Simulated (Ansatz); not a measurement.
Starting structure of a cell relaxation (symmetry kept):

```cif
data_structure
_symmetry_space_group_name_H-M 'P 1'
_symmetry_Int_Tables_number 1
_cell_length_a 5.6111
_cell_length_b 5.6111
_cell_length_c 5.7891
_cell_angle_alpha 90.000
_cell_angle_beta 90.000
_cell_angle_gamma 137.528
_cell_volume 123.07
loop_
_atom_site_label
_atom_site_type_symbol
_atom_site_fract_x
_atom_site_fract_y
_atom_site_fract_z
_atom_site_occupancy
Y1 Y 0.68990 0.31010 0.75000 1
Y2 Y 0.31010 0.68990 0.25000 1
Al1 Al 0.00000 0.00000 0.50000 1
Al2 Al 0.00000 0.00000 0.00000 1
Ge1 Ge 0.39473 0.60527 0.75000 1
Ge2 Ge 0.60527 0.39473 0.25000 1
```

The calculation used DFT PBEsol, scalar-relativistic, plane waves, PAW in Ansatz 0.2.0.

Cutoff 420 eV; k points 10×10×6 on the computed 6-atom cell (Γ-centred); Gaussian smearing, width 0.10 eV; no spin polarisation.

Problem. What does it relax to?

Solution. The volume falls by 0.70 Å³/atom to 19.81 Å³/atom, and the energy falls by 6.4 meV/atom. Final structure:
```cif
data_structure
_symmetry_space_group_name_H-M 'P 1'
_symmetry_Int_Tables_number 1
_cell_length_a 5.5388
_cell_length_b 5.5388
_cell_length_c 5.7259
_cell_angle_alpha 90.000
_cell_angle_beta 90.000
_cell_angle_gamma 137.405
_cell_volume 118.89
loop_
_atom_site_label
_atom_site_type_symbol
_atom_site_fract_x
_atom_site_fract_y
_atom_site_fract_z
_atom_site_occupancy
Y1 Y 0.69086 0.30914 0.75000 1
Y2 Y 0.30914 0.69086 0.25000 1
Al1 Al 0.00000 0.00000 0.50000 1
Al2 Al 0.00000 0.00000 0.00000 1
Ge1 Ge 0.39496 0.60504 0.75000 1
Ge2 Ge 0.60504 0.39496 0.25000 1
```